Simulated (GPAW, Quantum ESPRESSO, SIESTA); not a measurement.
**One calculation of CsLiCr2Te2S3, 3 ways**

```
Cs Li Cr Te S
1.0
     3.60358    0.00000    0.00000
    -1.80179    3.12079    0.00000
     0.00000    0.00000   19.06651
Cs Li Cr Te S
1 1 2 2 3
Direct
  0.00000 0.00000 0.37399
  0.66667 0.33333 0.01607
  0.00000 0.00000 0.86637
  0.33333 0.66667 0.16833
  0.33333 0.66667 0.53891
  0.66667 0.33333 0.77276
  0.00000 0.00000 0.10030
  0.33333 0.66667 0.92920
  0.66667 0.33333 0.23408
```

The cell comes from a database or a generator and needn't be the stable form of this composition.

Alike in all runs: task band structure; functional PBE; k mesh 9 × 9 × 2; occupations fermi-dirac, width 0.05 eV; collinear spin, ferromagnetic start; no spin-orbit coupling. Pressure is positive in compression and, in plane waves, holds the error of the finite cutoff.

```tsv
program and potentials	plane-wave cutoff (eV)	notes	pressure (GPa)	net moment per atom (μB)	largest force (eV/Å)
GPAW, GPAW PAW data sets (gpaw-data 1.2.1)	800	5.78 valence electrons an atom on average	?	?	?
Quantum ESPRESSO, SSSP 1.3 efficiency PBE	748	7.78 valence electrons an atom on average	0.03	0.63	0.032
SIESTA, files PseudoDojo sr-pbe-0.4.1-standard, DZP (energy shift 0.003 Ry; two zetas on semicore shells; d shell added on Cs)	-	atomic basis; 10 valence electrons an atom on average	0.61	0.63	0.218
```

Q: Estimate from the other rows what the run with GPAW, GPAW PAW data sets (gpaw-data 1.2.1) gave.

A: Pressure 0.09 GPa; net moment per atom 0.63 μB; largest force 0.101 eV/Å. The other rows, which needn't bracket it: pressure 0.03 to 0.61; net moment per atom 0.63; largest force 0.032 to 0.218.
